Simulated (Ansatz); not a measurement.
An Ansatz (a quantum-chemistry and plane-wave program) run. Input:

Ansatz 0.2 input:
```yaml
crystal:
  lattice:
    - [3.6994142154, 0.0, 0.0]
    - [-1.8497071077, 3.2037866896, 0.0]
    - [0.0, 0.0, 6.1353448932]
  atoms:
    - { symbol: Na, position: [0.3333333333, 0.6666666667, 0.25] }
    - { symbol: Na, position: [0.6666666667, 0.3333333333, 0.75] }
kpoints:
  mp_grid: { grid: [13, 13, 7] }
hamiltonian:
  xc: pbesol
  pseudopotentials: { kind: paw }
scf:
  occupations: { method: fermi_dirac, width: 0.1 }
phonons:
  method: dfpt
  response_accuracy: low
  eigenvectors: true
  rigid_motions: translations
```

Output (shortened):

```
Pseudopotential: Na, paw, valence charge 9
Functional definition: PBEsol
Crystal: 2 atoms, lattice volume = 72.717 Å³
Basis set: ecut = 420 eV, 1401 PW (Γ), exchange–correlation on 50×50×96 points (8 copies of the dense FFT grid, shifted against one another)
Bands: 13, of which v1, the nominal top of the filled ones, is band 9 counted from 1 (8 counted from 0)
Symmetry: 24 space group operations
k-points: 196 of 1183 (irreducible under 4 space group operations, time reversal used)
SCF iter   1: F=—  HF=-2951.755190 eV  |F-HF|=—  |Δ(HF+E_count)|=         —  Δρ=1.63e-3  dr2=8.83e-4  ethr=1.77e-3  ⟨swp⟩=4.1  Hψ=12837  notcnv=0
preconditioner: auto → Kerker (q_TF=auto, 2.162 Å⁻¹)
SCF iter   2: F=—  HF=-2951.753791 eV  |F-HF|=—  |Δ(HF+E_count)|=   1.40e-3  Δρ=6.25e-4  dr2=1.91e-4  ethr=4.90e-6  ⟨swp⟩=2.7  Hψ=5833  notcnv=0
SCF iter   3: F=—  HF=-2951.753753 eV  |F-HF|=—  |Δ(HF+E_count)|=   3.78e-5  Δρ=1.79e-4  dr2=2.44e-5  ethr=1.06e-6  ⟨swp⟩=2.0  Hψ=4116  notcnv=0
SCF iter   4: F=—  HF=-2951.753768 eV  |F-HF|=—  |Δ(HF+E_count)|=   1.51e-5  Δρ=2.34e-4  dr2=1.60e-5  ethr=1.36e-7  ⟨swp⟩=2.0  Hψ=4116  notcnv=0
SCF iter   5: F=—  HF=-2951.753753 eV  |F-HF|=—  |Δ(HF+E_count)|=   1.52e-5  Δρ=3.70e-5  dr2=5.55e-7  ethr=8.87e-8  ⟨swp⟩=2.0  Hψ=4116  notcnv=0
SCF iter   6: F=—  HF=-2951.753753 eV  |F-HF|=—  |Δ(HF+E_count)|=   7.43e-8  Δρ=4.33e-6  dr2=1.55e-8  ethr=3.08e-9  ⟨swp⟩=2.0  Hψ=4116  notcnv=0
SCF iter   7: F=—  HF=-2951.753753 eV  |F-HF|=—  |Δ(HF+E_count)|=   1.18e-9  Δρ=1.42e-6  dr2=1.13e-9  ethr=8.61e-11  ⟨swp⟩=2.2  Hψ=3947  notcnv=0
SCF iter   8: F=—  HF=-2951.753753 eV  |F-HF|=—  |Δ(HF+E_count)|=  4.10e-10  Δρ=2.55e-7  dr2=2.55e-11  ethr=6.25e-12  ⟨swp⟩=2.0  Hψ=3724  notcnv=0
SCF iter   9: F=-2951.753753 eV  HF=-2951.753753 eV  |F-HF|=0.00e0  |Δ(HF+E_count)|=  1.27e-11  Δρ=1.34e-8  dr2=1.63e-13  ethr=1.00e-12  ⟨swp⟩=5.0  Hψ=10219  notcnv=0
SCF 1 converged in 9 iterations: F = -2951.753753 eV  dr2 = 1.63e-13
DFPT response loops at Γ: preconditioner auto → Kerker (q_TF=auto, 2.162 Å⁻¹) (partly filled bands, converged f_vac=0.000) …
SCF converged after 9 iterations
Free energy (F): -2951.753753 eV
Harris-Foulkes:  -2951.753753 eV  (|F-HF|=0.00e0)
Internal energy: -2951.722004 eV  (E = F + TS)
E sigma→0 (E₀):  -2951.737878 eV
Entropy (-TS):   -0.031749 eV (-15.875 meV/atom)
Fermi energy:    1.797182 eV
--- Per-component energies (eV) ---
  E_band       = -478.461506
  E_kinetic    = 240.421906
  E_local      = -2874.753495  (includes V_loc(G=0)·N_el)
  E_nonlocal   = 231.744427
  E_hartree    = 1049.811259
  E_xc         = -75.329252
  E_vxc        = -97.367457  (∫ρ·V_xc dr)
  E_paw        = -506.902694  (= ΣΔE_a)
  E_vpaw       = -78.129360  (= ΣTr[D̂ρ^β])
  E_aug_tail   = -0.000041  (compensation charges beyond the density's cutoff)
  E_ewald      = -1016.823500
  E_core_change = 0.109388  (= ΣΔE_core)
  E_smearing   = -0.031749  (= −TS)
  E_closure    =  0.000000  (closes the sum)
  Σ components = -2951.753753   (vs F -2951.753753, Δ=0.00e0)
  [band-id]    e_kinetic+e_local+e_nonlocal+2·e_hartree+e_vxc+e_vpaw+e_augmentation_tail = -478.461503   (vs E_band -478.461506, Δ=2.79e-6)
--- Band table (eV; the first three rows and the last of 196) ---
  k-point 0: bands = ["-50.9054", "-50.9035", "-23.0081", "-22.9771", "-22.9771", "-22.9723", "-22.9723", "-22.9716", "-1.5153", "2.2741", "2.6952", "12.0040", "12.0040"]
  k-point 1: bands = ["-50.9053", "-50.9036", "-23.0063", "-22.9769", "-22.9769", "-22.9734", "-22.9725", "-22.9725", "-1.4311", "1.4280", "3.6840", "11.4097", "12.0656"]
  k-point 2: bands = ["-50.9051", "-50.9039", "-23.0012", "-22.9785", "-22.9762", "-22.9762", "-22.9732", "-22.9732", "-1.1795", "0.5486", "4.9922", "9.7044", "12.2403"]
  k-point 195: bands = ["-50.9032", "-50.9030", "-23.0032", "-23.0025", "-22.9884", "-22.9874", "-22.9808", "-22.9786", "1.5661", "2.1162", "5.6601", "5.8231", "6.5575"]
--- Phonons (Γ-DFPT): 2 representative perturbations + reference, on 196 of 1183 k-points (Σ response iterations 6) ---
  ASR residual: 2.223e-5 → 0.000e0 eV/Å²; symmetrization residual: 2.317e-13 eV/Å²
  ASR residual per site (eV/Å²): 2.22e-5 2.22e-5
  Γ frequencies (cm⁻¹): 0.00 0.00 0.00 53.72 53.72 129.28
  non-analytic LO–TO correction: not included (Born effective charges unavailable; polar crystals: no LO–TO splitting at Γ)
```

Cost: around 60 core-seconds (rough) on shared cores.

Space group P6_3/mmc (hcp (Mg type)). The workflow started from a Materials Project entry (that database holds measured and hypothetical structures alike); the Crystallography Open Database files this formula in space group No. 194, but the cells were not matched. It is not the phase usual at ambient conditions (space group No. 229). The PBEsol relaxation kept the symmetry of its start; of distortions, only those at the zone centre were tested. As this level gives no gap, phonon frequencies hold no LO–TO term and depend on the k-mesh and smearing (Fermi–Dirac, 0.1 eV here).

Potentials: the later of the program's two PAW sets.

Ansatz is a plane-wave DFT program.
